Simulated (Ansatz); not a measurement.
Data:

NbP:
```yaml
crystal:
  lattice:
    - [-1.65178, 1.65178, 5.61467]
    - [1.65178, -1.65178, 5.61467]
    - [1.65178, 1.65178, -5.61467]
  atoms:
    - { symbol: Nb, position: [0.00021, 0.00021, 0.00000] }
    - { symbol: Nb, position: [0.75021, 0.25021, 0.50000] }
    - { symbol: P, position: [0.58242, 0.58242, 0.00000] }
    - { symbol: P, position: [0.33242, 0.83242, 0.50000] }
```

This is the LDA-relaxed structure.

Q: All from DFT-LDA in the program Ansatz with PAW potentials, unless another level is named. Give the electronic character.

A: no gap, with almost no states at the Fermi level (zero-gap or semimetallic).

Q: Give the formation energy from the elements (no fitted shifts).

A: -108 kJ/mol of atoms.

Space group I4_1md. The LDA relaxation kept the symmetry of its start. The run is not spin-polarised. A small band overlap can be real or an error of a semilocal functional. The references are the lowest solids computed at this level, not always the standard phases. Scalar-relativistic: spin–orbit coupling is off unless named, which matters more the heavier the elements.

Potentials: the earlier of the program's two PAW sets. The files were generated under PBE; for other functionals the program regenerates the frozen cores, and for LDA and PBEsol the local potential too.
